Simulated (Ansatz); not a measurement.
These are results of Ansatz 0.2.0, DFT PBE, scalar-relativistic, plane waves, PAW, not measurements. Each cell gets a short relaxation within its symmetry: 420 eV, a coarse mesh through Γ, smearing of 0.2 eV, at most 16 steps to 0.08 eV/Å and 0.8 GPa. No spin polarisation. Energies are free energies per atom, good to about 0.1 eV/atom between metallic cells, end volumes are rough, and groups of ends are read at 0.1 Å.

Two unrelaxed guesses for Sn2Bi3O3:

A.

```xyz
8
Lattice="7.7488 0.0000 0.0000 -3.8744 6.7106 0.0000 0.0000 0.0000 3.2715" Properties=species:S:1:pos:R:3 pbc="T T T"
Sn    0.0000    4.4738    0.0000
Sn    3.8744    2.2369    0.0000
Bi    5.9144    0.0000    0.0000
Bi    0.9172    1.5886    0.0000
Bi   -2.9572    5.1220    0.0000
O     3.2462    0.0000    1.6357
O     2.2513    3.8994    1.6357
O    -1.6231    2.8113    1.6357
```

B.

```xyz
8
Lattice="1.9000 1.0970 13.4000 -1.9000 1.0970 13.4000 0.0000 -2.1939 13.4000" Properties=species:S:1:pos:R:3 pbc="T T T"
Sn    0.0000    0.0000   14.6047
Sn    0.0000    0.0000   25.5953
Bi    0.0000    0.0000    4.1004
Bi    0.0000    0.0000   36.0996
Bi    0.0000    0.0000   20.1000
O     0.0000    0.0000    0.0000
O     0.0000    0.0000   10.9867
O     0.0000    0.0000   29.2133
```

Task: Does the order of the two change on relaxation?

Result: As given, B is lower by 0.51 eV/atom. Relaxed, B is lower by 0.32 eV/atom, so the order holds. A goes from P-62m at 21.3 Å³/atom to P-62m at 25.9 Å³/atom and gains 0.31 eV/atom. B goes from R-3m at 20.9 Å³/atom to R-3m at 21.0 Å³/atom and gains 0.11 eV/atom. The closest pair in A goes from Sn–O at 2.84 Å to Bi–O at 2.26 Å. The closest pair in B goes from Sn–O at 2.50 Å to Sn–O at 2.26 Å. At the end: counting O atoms around Bi and Sn (those within 1.25 times the shortest such distance or 1.15 times the sum of covalent radii, 1.27 where that leaves under three; a plus sign parts nearer from farther groups; the shortest distance is added where it exceeds 1.18 times the sum of covalent radii; a slash parts the counts of unlike sites), A has Sn 6 from 3.0 Å, Bi 2 and B has Sn 3+3, Bi 3 from 3.3 Å/6+6 from 5.7 Å.

Weakly bound directions are ill-defined at this level, which has no dispersion term (R-3m), and this can change margins and order among such cells. Spin–orbit coupling, which can matter for Bi, is left out.
